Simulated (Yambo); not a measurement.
G0W0@LDA for K2NaScF6 (space group Fm-3m, No. 225) in Yambo. Reference settings: 2×2×2 Γ-centred k mesh, bands 3 to 304 and a 8 Ry block in the screening, 304 bands in G with the Bruneval-Gonze terminator, plasmon pole fitted at 27.2 eV. The LDA gap Γ → Γ on this mesh is 6.41 eV; G0W0 gaps are taken between the same points.

The settings were changed. The gap went from 10.45 eV to 10.55 eV, and the shift of the valence edge from -2.38 eV to -2.29 eV.

### Question
What was changed between the two runs?
A. 197 bands in G
B. 119 bands in G
C. 145 bands in W
D. 197 bands in G, no terminator

### Answer
C, 145 bands in W. The others gave (gap, valence shift): 197 bands in G, no terminator: 10.26, -2.05 eV; 119 bands in G: 10.48, -2.38 eV; 197 bands in G: 10.46, -2.39 eV.

Geometry of the Materials Project entry, not relaxed at this level; primitive cell a = b = c = 6.0880 Å, α = β = γ = 60.00°.

A shift is the quasiparticle energy of the state minus its LDA energy.
